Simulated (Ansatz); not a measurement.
CsI:
```cif
data_CsI
_chemical_formula_sum 'Cs1 I1'
_space_group_name_H-M_alt 'P 1'
_space_group_IT_number 1
_cell_length_a 4.50705
_cell_length_b 4.50705
_cell_length_c 4.50705
_cell_angle_alpha 90.000
_cell_angle_beta 90.000
_cell_angle_gamma 90.000
loop_
_space_group_symop_operation_xyz
  'x, y, z'
loop_
_atom_site_label
_atom_site_type_symbol
_atom_site_fract_x
_atom_site_fract_y
_atom_site_fract_z
_atom_site_occupancy
Cs1 Cs 0.00000 0.00000 0.00000 1
I1 I 0.50000 0.50000 0.50000 1
```

Relaxed with PBEsol. DFT-PBEsol in the program Ansatz with PAW potentials gives a gap of 3.85 eV.

Q: What gap does HSE06 give on the same cell (Ansatz, PAW)?

A: 5.04 eV, 1.19 eV more. The hybrid was solved on a coarser mesh and at special points; its gap is the smallest among all of these.

```csv
k,v1 PBEsol,c1 PBEsol,v1 HSE06,c1 HSE06
Γ,-0.08,3.85,-0.08,5.04
R,-1.43,7.20,[?],[?]
M,0.00,4.14,[?],[?]
X,-0.26,5.11,[?],[?]
```

Q: Top valence (v1) and lowest conduction level (c1) in eV from each method's valence maximum (which need not be a listed point): supply the withheld HSE06 values.

A: 
- R, v1 HSE06: -1.49
- R, c1 HSE06: 8.35
- X, v1 HSE06: -0.27
- X, c1 HSE06: 6.25
- M, v1 HSE06: 0.00
- M, c1 HSE06: 5.22

Cost on shared cores: the PBEsol run (SCF on a 6×6×6 mesh, then bands and DOS) very roughly 17 core-seconds, the HSE06 run (SCF on 5×5×5, then a few points) around 2.1 core-minutes (rough); the tasks are unlike.

Space group Pm-3m (CsCl type). Symmetry was held in the PBEsol relaxation. Scalar-relativistic: spin–orbit coupling is off unless named, which matters more the heavier the elements.

Potentials: the later of the program's two PAW sets.
